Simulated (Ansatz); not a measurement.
B4C:
```
B4C
1.0
    4.37651     2.79718     0.00000
   -4.37651     2.79718     0.00000
   -2.43094     0.00000     4.42083
B C
12 3
Direct
  0.49185   0.50815   0.83746
  0.50229   0.17583   0.48470
  0.82417   0.49771   0.48470
  0.49389   0.83101   0.50461
  0.16899   0.50611   0.50461
  0.30657   0.69343   0.18058
  0.69001   0.30999   0.81185
  0.30322   0.18818   0.69479
  0.81182   0.69678   0.69479
  0.69604   0.81744   0.29919
  0.18256   0.30396   0.29919
  0.00052   0.99948   0.98905
  0.50303   0.49697   0.17501
  0.12422   0.87578   0.88158
  0.87947   0.12053   0.10396
```

Cartesian axes are those of the cell as given.

Q: Give the proper piezoelectric stress tensor with relaxed ions from r²SCAN in the plane-wave PAW code Ansatz.

A: In C/m², rows x, y, z, Voigt columns; mesh uncertainty up to 0.00.
```
 0.06  -0.05  -0.01   0.00   0.06   0.00
 0.00   0.00   0.00   0.23   0.00  -0.20
-0.02   0.13   0.05   0.00  -0.10   0.00
```

The elastic tensor of the same run (GPa):

```
  522   97.0   92.1    0.0  -34.7    0.0
 97.0    569   88.3    0.0   50.0    0.0
 92.1   88.3    576    0.0   36.7    0.0
  0.0    0.0    0.0    216    0.0   36.2
-34.7   50.0   36.7    0.0    205    0.0
  0.0    0.0    0.0   36.2    0.0    197
```

Q: Convert to strain constants d = e·S.

A: In pC/N:
```
 0.2  -0.1   0.0   0.0   0.3   0.0
 0.0   0.0   0.0   1.3   0.0  -1.2
-0.1   0.3   0.1   0.0  -0.6   0.0
```

Space group Cm. The workflow started from a Materials Project entry (that database holds measured and hypothetical structures alike); the Crystallography Open Database copy checked does not list it. Its standing as an ambient phase is unchecked. The cell was relaxed with r²SCAN under the symmetry of its start; of distortions, only those at the zone centre were tested.

Potentials: the later of the program's two PAW sets.
